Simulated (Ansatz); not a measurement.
WC:
```yaml
crystal:
  lattice:
    - [2.91207, 0.00000, 0.00000]
    - [-1.45604, 2.52193, 0.00000]
    - [0.00000, 0.00000, 2.83625]
  atoms:
    - { symbol: W, position: [0.00000, 0.00000, 0.00000] }
    - { symbol: C, position: [0.66667, 0.33333, 0.50000] }
```

Relaxed with r²SCAN. Special points in fractions of this cell's reciprocal vectors: Γ (0.000, 0.000, 0.000); M (0.500, 0.000, 0.000); K (0.333, 0.333, 0.000); A (0.000, 0.000, 0.500); L (0.500, 0.000, 0.500); H (0.333, 0.333, 0.500).

List the band energies nearest the Fermi level at these points for the program Ansatz at the r²SCAN with spin–orbit coupling level (PAW).

In eV from the Fermi level; about four levels below and three above (degenerate sets whole), none deeper than 8.9 eV; points with the same levels are listed once.

| k | below | above |
|---|---|---|
| Γ | -3.68 -3.68 -3.37 -3.37 | 0.04 0.04 3.18 3.18 |
| M | -3.71 -3.71 -0.57 -0.57 | 2.46 2.46 4.53 4.53 |
| K | -5.07 -4.46 -3.68 -3.54 | 0.49 0.73 0.85 |
| A | -0.87 -0.87 -0.28 -0.28 | 3.73 3.73 4.78 4.78 |
| L | -4.54 -4.54 -4.43 -4.43 | 0.15 0.15 4.51 4.51 |
| H | -1.99 -1.75 -0.81 -0.61 | 4.43 4.51 6.52 |

Space group P-6m2. The r²SCAN relaxation kept the symmetry of its start. The run is not spin-polarised.

Potentials: the later of the program's two PAW sets.
